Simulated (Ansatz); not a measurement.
Input:

Pt3W:
```
Pt3W
1.0
   -1.93746     1.93746     3.99304
    1.93746    -1.93746     3.99304
    1.93746     1.93746    -3.99304
Pt W
3 1
Cartesian
  0.00000   1.93746   1.99652
  1.93746   0.00000   1.99652
  0.00000   0.00000   3.99304
  0.00000   0.00000   0.00000
```

This is the PBEsol-relaxed structure.

### Question
All from DFT-PBEsol in the program Ansatz with PAW potentials, unless another level is named. Estimate the highest zone-centre frequency.

### Answer
183 cm^-1.

### Question
And the bulk modulus (Birch–Murnaghan fit)?

### Answer
317 GPa.

Space group I4/mmm. The workflow started from a Materials Project entry (that database holds measured and hypothetical structures alike); the Crystallography Open Database copy checked does not list it. Whether it is the stable phase at ambient conditions was not checked. The PBEsol relaxation kept the symmetry of its start; its stability against distortions is not shown here. The run is not spin-polarised. As this level gives no gap, phonon frequencies hold no LO–TO term and depend on the k-mesh and smearing (Fermi–Dirac, 0.1 eV here). Spin–orbit coupling is left out wherever it is not named.

Potentials: the later of the program's two PAW sets.
